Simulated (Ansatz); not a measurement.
TiC:
```cif
data_C3Ti3
_chemical_formula_sum 'Ti3 C3'
_space_group_name_H-M_alt 'Pm-3m'
_space_group_IT_number 221
_space_group_name_Hall '-P 4 2 3'
_cell_length_a 4.21375
_cell_length_b 4.21375
_cell_length_c 4.21375
_cell_angle_alpha 90.000
_cell_angle_beta 90.000
_cell_angle_gamma 90.000
loop_
_atom_site_label
_atom_site_type_symbol
_atom_site_symmetry_multiplicity
_atom_site_Wyckoff_symbol
_atom_site_fract_x
_atom_site_fract_y
_atom_site_fract_z
_atom_site_occupancy
Ti1 Ti 3 c 0.00000 0.50000 0.50000 1
C1 C 3 d 0.00000 0.00000 0.50000 1
```

Relaxed with PBEsol.

### Question
Decompose the optical modes at the zone centre into irreducible representations, and say which are infrared and Raman allowed.

### Answer
Point group m-3m: Γ_opt = 3T1u + 2T2u. Infrared: T1u. Raman: none.

### Question
Assign frequencies (DFPT, the program Ansatz at the PBEsol level (PAW)).

### Answer
T2u 81, T1u 171, T1u 269, T2u 436, T1u 565 cm⁻¹.

The start of the workflow was typed in or built on a structure type; neither database checked (COD, Materials Project) lists it. It is not the phase usual at ambient conditions (space group No. 225). The PBEsol relaxation kept the symmetry of its start; whether a distortion lowers the energy is not shown. The run is not spin-polarised. Its formation energy is positive at this level, so the cell may be metastable or incomplete. As this level gives no gap, phonon frequencies hold no LO–TO term and depend on the k-mesh and smearing (Fermi–Dirac, 0.1 eV here).

Potentials: the earlier of the program's two PAW sets. The files were generated under PBE; for other functionals the program regenerates the frozen cores, and for LDA and PBEsol the local potential too.
